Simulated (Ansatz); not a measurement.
Ge:
```
CELL_PARAMETERS angstrom
      4.00347     0.00000     0.00000
     -2.00173     3.46710     0.00000
      0.00000     0.00000    13.14538
ATOMIC_POSITIONS crystal
  Ge 0.00000 0.00000 0.40681
  Ge 0.00000 0.00000 0.59319
  Ge 0.00000 0.00000 0.90681
  Ge 0.00000 0.00000 0.09319
  Ge 0.33333 0.66667 0.34412
  Ge 0.66667 0.33333 0.65588
  Ge 0.66667 0.33333 0.84412
  Ge 0.33333 0.66667 0.15588
```

Relaxed with r²SCAN. Special points in fractions of this cell's reciprocal vectors: Γ (0.000, 0.000, 0.000); M (0.500, 0.000, 0.000); K (0.333, 0.333, 0.000); A (0.000, 0.000, 0.500); L (0.500, 0.000, 0.500); H (0.333, 0.333, 0.500).

### Question
List the band energies nearest the valence-band maximum at these points for the program Ansatz at the r²SCAN with spin–orbit coupling level (PAW).

### Answer
In eV from the valence-band maximum; about four levels below and three above (degenerate sets whole), none deeper than 8.9 eV; points with the same levels are listed once.

```csv
k,below,above
Γ,-0.08 -0.08 0.00 0.00,0.18 0.18 0.25 0.25
M,-2.05 -2.05 -1.64 -1.64,0.36 0.36 0.48 0.48
K,-2.93 -2.93 -2.26 -2.26,1.49 1.49 2.38 2.38
A,-0.36 -0.36 -0.36 -0.36,0.33 0.33 0.33 0.33
L,-2.00 -2.00 -2.00 -2.00,0.76 0.76 0.76 0.76
H,-2.72 -2.72 -2.70 -2.70,1.48 1.48 1.50 1.50
```

Space group P6_3/mmc. The first step of the workflow began from a Materials Project structure, measured or hypothetical; the Crystallography Open Database copy checked does not list it. It is not the phase usual at ambient conditions (space group No. 227). The r²SCAN relaxation kept the symmetry of its start; phonons on a q-mesh show no instability.

Potentials: the later of the program's two PAW sets.
